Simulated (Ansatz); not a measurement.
Property card for SiO2

SiO₂:
```
CELL_PARAMETERS angstrom
      0.00000     4.39571    -2.48884
      0.00000     4.39571     2.48884
      8.29509     0.00000     0.00000
ATOMIC_POSITIONS crystal
  Si 0.33999 0.33096 0.93731
  Si 0.66904 0.66001 0.06269
  Si 0.33999 0.33096 0.56269
  Si 0.66904 0.66001 0.43731
  O  0.60322 0.39678 0.00000
  O  0.60322 0.39678 0.50000
  O  0.46320 0.96864 0.54185
  O  0.03136 0.53680 0.45815
  O  0.46320 0.96864 0.95815
  O  0.03136 0.53680 0.04185
  O  0.57737 0.73692 0.25000
  O  0.26308 0.42263 0.75000
```

Space group Ama2 (No. 40); conventional cell a = 8.295 Å, b = 8.791 Å, c = 4.978 Å, α = β = γ = 90.00°.

Method: plane-wave PAW r²SCAN (Ansatz code). Geometry: relaxed at this level of theory. Other levels are named where they apply.

### Cell and energy

| Quantity | Result |
|---|---|
| Volume per atom | 15.13 Å³ |
| Density | 2.20 g/cm³ |
| Formation energy from the elements (no fitted shifts) | -2.99 eV/atom |

### Electronic structure

| Item | Value |
|---|---|
| Band gap | 6.41 eV (direct) |
| Valence-band maximum | at Γ |
| Conduction-band minimum | at Γ |
| Electron effective mass | 0.55 mₑ (isotropic) |
| Hole effective mass | 2.8, 5.6, 6.8 mₑ (principal values) |
| HSE06 gap on the r²SCAN cell | 7.55 eV |

### Mechanics

| Property | Result |
|---|---|
| Bulk modulus (Birch–Murnaghan fit) | 258 kbar |
| Pressure derivative B′ | 2.9 |
| Elastic constants (relaxed ions, GPa) | C11 = 92.6, C22 = 77.0, C33 = 69.8, C12 = 28.9, C13 = -16.4, C23 = -8.8, C44 = 26.4, C55 = 26.3, C66 = 39.0 |
| Mechanical stability | stable (all eigenvalues of C positive) |
| Hill bulk and shear moduli | 26.3 and 32.7 GPa |
| Young's modulus | 69.3 GPa |
| Poisson's ratio | 0.06 |
| Debye temperature from the elastic constants | 506 K |
| Piezoelectric stress constants (proper, relaxed ions, C/m²) | e15 = 0.07, e24 = -0.13, e31 = 0.03, e32 = -0.08 |

### Dielectric response

| Property | Result |
|---|---|
| Electronic dielectric constant ε∞ (DFPT) | 2.14 (xx), 2.13 (yy), 2.13 (zz) |
| Static dielectric constant ε0 (ions relaxed, cell fixed) | 3.80 (xx), 3.80 (yy), 3.68 (zz) |
| Born charges (a third of the trace) | Si +3.34, O -1.68 to -1.66 e |

### Phonons

| Property | Result |
|---|---|
| Highest zone-centre frequency (without LO–TO term) | 150.1 meV |
| Zone-centre stability | no imaginary mode at Γ |

### Charges

| Property | Value |
|---|---|
| Bader charges | Si +3.37, O -1.69 to -1.68 e |

The workflow started from a Materials Project entry (that database holds measured and hypothetical structures alike); the Crystallography Open Database copy checked does not list it. It is not the phase usual at ambient conditions (space group No. 92, 152, 154). The cell was relaxed with r²SCAN under the symmetry of its start. Signs of piezoelectric constants follow the polarity of the cell as given. The references are the lowest solids computed at this level, not always the standard phases (solids in place of the gases).

Potentials: the later of the program's two PAW sets.
